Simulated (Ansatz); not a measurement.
Given:

YSi₂:
```
YSi2
1.0
    0.00000     3.30072     3.30072
    3.30072     0.00000     3.30072
    3.30072     3.30072     0.00000
Y Si
1 2
Cartesian
  0.00000   0.00000   0.00000
  1.65036   1.65036   1.65036
  4.95108   4.95108   4.95108
```

This is the r²SCAN-relaxed structure.

**Question.** All from r²SCAN in the plane-wave PAW code Ansatz, unless another level is named. Estimate the electronic character.

**Answer.** metallic (no gap).

**Question.** Give the formation energy from the elements (no fitted shifts).

**Answer.** 0.22 eV/atom.

**Question.** Next, the density of states at the Fermi level?

**Answer.** 0.57 states/eV per atom (mean over ±0.08 eV).

Space group Fm-3m (fluorite). The cell is a constructed one: a structure type filled with these elements; neither database checked (COD, Materials Project) lists it. COD files the formula under space group No. 191, so this cell is another polymorph or a model. Whether it is the stable phase at ambient conditions was not checked. The cell was relaxed with r²SCAN under the symmetry of its start. At this level the phase is mechanically unstable. No spin polarisation was allowed. The references are the lowest solids computed at this level, not always the standard phases. Scalar-relativistic: spin–orbit coupling is off unless named, which matters more the heavier the elements.

Potentials: the later of the program's two PAW sets.
